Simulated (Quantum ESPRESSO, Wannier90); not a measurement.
# Mg2Si (Fm-3m): Wannier90 run

```
Mg2Si
1.0
    0.00000     3.16982     3.16982
    3.16982     0.00000     3.16982
    3.16982     3.16982     0.00000
Mg Si
2 1
Direct
  0.25000   0.25000   0.25000
  0.75000   0.75000   0.75000
  0.00000   0.00000   0.00000
```

Materials Project entry mp-1367; symmetrised, unrelaxed at this level. COD (Crystallography Open Database) has an entry of this formula and space group (matched by these alone). Level: PBEsol, no spin polarisation, no spin-orbit coupling; pw.x of Quantum ESPRESSO at 68 Ry with PseudoDojo potentials, 8×8×8 k-points, Wannier90. Density: 8×8×8 mesh, cold smearing 0.01 Ry. The gap is small at this level and was sampled on the meshes and a path alone.

Base run: 12 functions from bands 9-29 of the 29 computed, start hydrogen-like Mg: s;p; Si: s;p, frozen window up to 1.62 eV relative to the valence-band maximum, outer window open. One thing is changed at a time; window edges are relative to the valence-band maximum. The misfit compares interpolated bands with pw.x on a high-symmetry path, for states up to 1.1 eV relative to the valence-band maximum. Converged means that the tolerances were met: symmetric starts can stop on a saddle, which shows as a larger Ω_OD at equal Ω_I and can move the misfit too.

Question: Which of these settings interpolates worst among those that finish?
(A) frozen window to 0.62 eV
(B) base
(C) no frozen window
(D) frozen window to 3.62 eV

Answer: C, no frozen window. The whole sweep:

```json
[
 {"setting": "base", "functions": "12", "frozen to (eV)": "1.62", "Ω_I (Å²)": "21.17", "Ω_D (Å²)": "0.01", "Ω_OD (Å²)": "3.45", "rms misfit (meV)": "8.1", "worst (meV)": "61", "ended": "converged"},
 {"setting": "frozen window to 3.62 eV", "functions": "12", "frozen to (eV)": "3.62", "Ω_I (Å²)": "24.96", "Ω_D (Å²)": "0.02", "Ω_OD (Å²)": "4.99", "rms misfit (meV)": "4.8", "worst (meV)": "31", "ended": "converged"},
 {"setting": "frozen window to 0.62 eV", "functions": "12", "frozen to (eV)": "0.62", "Ω_I (Å²)": "20.58", "Ω_D (Å²)": "0.01", "Ω_OD (Å²)": "3.45", "rms misfit (meV)": "37", "worst (meV)": "378", "ended": "converged"},
 {"setting": "frozen window to 7.80 eV", "functions": "12", "frozen to (eV)": "7.80", "Ω_I (Å²)": "–", "Ω_D (Å²)": "–", "Ω_OD (Å²)": "–", "rms misfit (meV)": "–", "worst (meV)": "–", "ended": "stops: too many frozen states"},
 {"setting": "no frozen window", "functions": "12", "frozen to (eV)": "none", "Ω_I (Å²)": "19.87", "Ω_D (Å²)": "0.01", "Ω_OD (Å²)": "3.26", "rms misfit (meV)": "206", "worst (meV)": "831", "ended": "converged"},
 {"setting": "outer window to 10.33 eV", "functions": "12", "frozen to (eV)": "1.62", "Ω_I (Å²)": "–", "Ω_D (Å²)": "–", "Ω_OD (Å²)": "–", "rms misfit (meV)": "–", "worst (meV)": "–", "ended": "stops: too few bands in the window"}
]
```

Runs of this sweep that didn't settle are not listed.
